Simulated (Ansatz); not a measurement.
SnTe (rocksalt type), DFT, LDA, norm-conserving pseudopotentials, Ansatz's default files, scalar-relativistic (Ansatz 0.2.0), on 1 thread of Arm Neoverse V2 (shared host).

Command: `ansatz run input.yaml --threads 1 --pin off --max-ram 2048MiB --backend cpu --events-out ev --progress --plain --runs-dir out`

```yaml
crystal:
  lattice:
    - [0.0, 2.5543598004, 2.5543598004]
    - [2.5543598004, 0.0, 2.5543598004]
    - [2.5543598004, 2.5543598004, 0.0]
  atoms:
    - { symbol: Sn, position: [0.0, 0.0, 0.0] }
    - { symbol: Te, position: [0.5, 0.5, 0.5] }
kpoints:
  mp_grid: { grid: [13, 13, 13] }
scf:
  occupations: { method: fermi_dirac, width: 0.08 }
hamiltonian:
  xc: lda
  pseudopotentials: { kind: nc }
output:
  forces: true
  stress: true
  eigenvalues: true
```

Question: How large is the problem that the program sets up?

Answer: 84 irreducible k-points, 2741 plane waves at Γ, 19 bands.

Question: About how long does it take?

Answer: 10 s of wall time for 7 SCF iterations. Times on shared machines scatter by tens of per cent.
